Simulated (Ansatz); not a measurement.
**AsPb$_{3}$ in Ansatz, relaxation**

Run with:

```bash
ansatz run input.yaml --threads 2 --pin off --max-ram 2560MiB --backend cpu --events-out ev --progress --plain --runs-dir out
```

The input file (Ansatz 0.2.0, plane waves):

```yaml
crystal:
  lattice:
    - [5.218784, 0.0, 0.0]
    - [-2.609392, 4.519604, 0.0]
    - [0.0, 0.0, 9.164755]
  atoms:
    - { symbol: Pb, position: [0.0, 0.0, 0.2] }
    - { symbol: Pb, position: [0.0, 0.0, 0.8] }
    - { symbol: As, position: [0.3333, 0.6667, 0.29] }
    - { symbol: As, position: [0.6667, 0.3333, 0.71] }
    - { symbol: Pb, position: [0.3333, 0.6667, 0.58] }
    - { symbol: Pb, position: [0.6667, 0.3333, 0.42] }
    - { symbol: Pb, position: [0.3333, 0.6667, 0.96] }
    - { symbol: Pb, position: [0.6667, 0.3333, 0.04] }
  symmetry: { tolerance: 0.0003 }
kpoints:
  mp_grid: { grid: [6, 6, 4], shift: [0, 0, 0] }
magnetization:
  spin_polarized: false
scf:
  occupations: { method: gaussian, width: 0.0221 }
  lower_state_search: "off"
hamiltonian:
  pseudopotentials: { kind: paw }
  xc: r2scan
basis:
  ecutwfc: 500
  fft_grid_basis: typed
relax:
  max_steps: 40
output:
  forces: true
  stress: true
  eigenvalues: true
  bader: true
  populations: true
  elf: true
  write_potential: true
  volumetric_format: npy
  dos:
    e_range: [-12, 8]
    de: 0.05
    projected: { site_lists: { As: [As], Pb: [Pb] } }
checkpoint:
  read: saved_state
```

Origin of the cell: a known structure type with other elements, at an estimated volume, so it need not be a known compound.

The saved state is a converged single point of the same cell.

Steps:

| step | ΔF (meV/atom) | max force component (eV/Å) | SCF iterations | step was |
| --- | --- | --- | --- | --- |
| 1 | 0.0 | 1.542 | 8 | accepted |
| 2 | -48.2 | 0.433 | 6 | accepted |
| 3 | -62.2 | 0.259 | 7 | accepted |
| 4 | -67.4 | 0.193 | 7 | accepted |
| 5 | -68.9 | 0.331 | 7 | accepted |
| 6 | -70.1 | 0.164 | 6 | accepted |
| 7 | -72.2 | 0.010 | 7 | accepted |
| 8 | -72.2 | 0.010 | 3 | accepted |

The starting structure.

Space group P-3m1 (No. 164); the run's cell has a = 5.219 Å, b = 5.219 Å, c = 9.165 Å, α = 90.00°, β = 90.00°, γ = 120.00°. Shortest distances: As–Pb 2.66 Å, Pb–Pb 3.10 Å.

After:

Space group P-3m1 (No. 164); the run's cell has a = 5.219 Å, b = 5.219 Å, c = 9.165 Å, α = 90.00°, β = 90.00°, γ = 120.00°. Shortest distances: As–Pb 2.81 Å, Pb–Pb 3.01 Å.

```yaml
crystal:
  lattice:
    - [5.21879, 0.00000, 0.00000]
    - [-2.60939, 4.51960, 0.00000]
    - [0.00000, 0.00000, 9.16475]
  atoms:
    - { symbol: Pb, position: [0.00000, 0.00000, 0.19479] }
    - { symbol: Pb, position: [0.00000, 0.00000, 0.80521] }
    - { symbol: As, position: [0.33333, 0.66667, 0.32545] }
    - { symbol: As, position: [0.66667, 0.33333, 0.67455] }
    - { symbol: Pb, position: [0.33333, 0.66667, 0.63228] }
    - { symbol: Pb, position: [0.66667, 0.33333, 0.36772] }
    - { symbol: Pb, position: [0.33333, 0.66667, 0.99679] }
    - { symbol: Pb, position: [0.66667, 0.33333, 0.00321] }
```

| Property | Result |
| --- | --- |
| Free energy lowered by | 72.2 meV/atom |
| Final pressure | 6.12 GPa |
| Relaxation steps listed | 8 |

Caveats: no spin-orbit coupling, though heavy elements are present; the SCF threshold is looser than advised for a stress; the relaxation held the start's symmetry, so the end may be a saddle point.

It ran for 3.4 min on 2 threads of Arm Neoverse V2, on a shared host, peak memory 1.3 GiB, from a saved density.
